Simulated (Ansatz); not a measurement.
Two states of Gd₂SeO₂

```
CELL_PARAMETERS angstrom
3.90430 0.00000 0.00000
-1.95215 3.38123 0.00000
0.00000 0.00000 6.90940
ATOMIC_POSITIONS crystal
Se 0.00000 0.00000 0.00000
O 0.33330 0.66670 0.62000
O 0.66670 0.33330 0.38000
Gd 0.33330 0.66670 0.29000
Gd 0.66670 0.33330 0.71000
```

Method: r2SCAN, with U_eff = 7.43 eV on Gd f (all-electron-ortho-atomic projectors); PAW, plane waves to 500 eV, 7×7×4 Γ-centred mesh, fermi-dirac occupations (width 0.0418 eV) (Ansatz 0.2.0), atoms fixed.

State A: Gd4 up, Gd5 down (collinear spin). State B: Gd4 up, Gd5 up (collinear spin).

**Question.** Which state is lower, and how do they differ?

**Answer.** State A is lower by 1.5 meV an atom at zero smearing.

```csv
state,free energy (meV/atom),largest moment in a small sphere (μB),net moment (μB/cell),gap on mesh (eV),pressure (GPa),largest force (eV/Å)
A,0.0,6.90,0.00,2.79,-0.1,0.42
B,1.5,6.90,14.00,2.50,-0.1,0.42
```

Origin: a database entry at a rescaled volume. Caveats: the mesh misses a band edge that the path finds; an odd or shifted mesh can miss the band edges, so this level's true gap may be smaller.
